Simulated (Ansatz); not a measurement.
Zr2TlC:
Space group P6₃/mmc (No. 194); a = b = 3.346 Å, c = 14.910 Å, α = β = 90.00°, γ = 120.00°

| atom | site | symmetry | x | y | z |
|---|---|---|---|---|---|
| Zr | 4f | 3m. | 0.6667 | 0.3333 | 0.0819 |
| Tl | 2c | -6m2 | 0.3333 | 0.6667 | 0.2500 |
| C | 2a | -3m. | 0.0000 | 0.0000 | 0.0000 |

Relaxed at zero pressure with PBEsol in the plane-wave PAW code Ansatz.

Problem. The volume is raised by 3 % and shape and atoms relax at that volume. What pressure results, and how do the axes share the change?

Solution. -3.5 GPa; a 0.9 %, b 0.9 %, c 1.2 %; the energy rises by 6 meV/atom.

Problem. Give the new structure.

Solution. 
Space group P6₃/mmc (No. 194); a = b = 3.375 Å, c = 15.088 Å, α = β = 90.00°, γ = 120.00°

| atom | site | symmetry | x | y | z |
|---|---|---|---|---|---|
| Zr | 4f | 3m. | 0.6667 | 0.3333 | 0.0810 |
| Tl | 2c | -6m2 | 0.3333 | 0.6667 | 0.2500 |
| C | 2a | -3m. | 0.0000 | 0.0000 | 0.0000 |

The phase is kept; no other phase was compared at this pressure.

Space group P6_3/mmc. The first step of the workflow began from a Materials Project structure, measured or hypothetical; the Crystallography Open Database copy checked does not list it. Whether it is the stable phase at ambient conditions was not checked. Symmetry was held in the PBEsol relaxation; of distortions, only those at the zone centre were tested. No spin polarisation was allowed. Spin–orbit coupling is left out wherever it is not named.

Potentials: the earlier of the program's two PAW sets.
